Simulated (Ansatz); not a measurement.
# TlLaO2 in 4 trial structures

TlLaO2 was placed in 4 structures, borrowed from other compounds or built from prototypes, and relaxed with PBEsol and then r2SCAN+rVV10 in the PAW code Ansatz, symmetry kept. Energies are static, from a final single point; gaps are the least over its mesh and special points. Simulated, non-magnetic, generated structures, which need not be known phases.

| start | ends in | volume (Å³/atom) | energy, r2SCAN+rVV10 (meV/atom) | gap, r2SCAN+rVV10 (eV) | shaken (PBEsol) |
| --- | --- | --- | --- | --- | --- |
| ordering on rocksalt (d) | P4/mmm | 17.68 | 352 | metal | falls 256 meV |
| ordering on rocksalt (b) | I4_1/amd | 18.71 | 85 | 1.06 | falls 95 meV |
| ordering on rocksalt | Pmmn | 21.12 | 0 | 0.83 | distorts, same energy |
| ordering on rocksalt (c) | P4/nmm | 19.33 | 102 | 0.94 | falls 120 meV |

Energies count from the lowest cell; the last column tells what a randomly displaced small cell does when relaxed without symmetry, which tests only the distortions that fit it.

Of the symmetric cells the lowest is the one started from ordering on rocksalt, which ends in Pmmn (No. 59), 85 meV an atom below the next (ordering on rocksalt (b)). With PBEsol some shaken cells land within 15 meV an atom of the lowest symmetric one. Other structures, not tried here, could lie lower.

The falls are PBEsol's, in meV an atom on the shaken cell's own mesh; a cell that falls isn't a minimum, and its place in the table may change once it distorts.

The cells in order of energy (the first three):
- ordering on rocksalt: Pmmn, 21.12 Å³ an atom. Around Tl lie 2 O at 2.48 Å; around O lie 2 La at 2.47 Å and 2 Tl at 2.48 Å; around La lie 6 O at 2.31–2.50 Å; around O lie 4 La at 2.31–2.50 Å.
- ordering on rocksalt (b): I4_1/amd, 18.71 Å³ an atom. Around Tl lie 4 O at 2.59 Å; around O lie 3 La at 2.38–2.59 Å and 2 Tl at 2.59 Å; around La lie 6 O at 2.38–2.59 Å.
- ordering on rocksalt (c): P4/nmm, 19.33 Å³ an atom. Tl has 4 O at 2.73 Å; O has 1 La at 2.12 Å and 4 Tl at 2.73 Å; O has 5 La at 2.53–2.67 Å; La has 6 O at 2.12–2.67 Å.

The lowest symmetric cell:
```xyz
8
Lattice="3.8253 0.0000 0.0000 0.0000 4.2305 0.0000 0.0000 0.0000 10.4419" Properties=species:S:1:pos:R:3 pbc="T T T"
Tl    0.0000    0.0000    9.3266
O     0.0000    2.1152    8.0375
Tl    1.9126    2.1152    1.1153
O     1.9126    0.0000    2.4044
La    0.0000    0.0000    3.9610
O     0.0000    2.1152    4.8769
La    1.9126    2.1152    6.4809
O     1.9126    0.0000    5.5650
```

Spin-orbit coupling is left out; in compounds of Pb, Bi, Tl or Hg it can lower a gap by up to about 1 eV, split its edges or invert the bands.
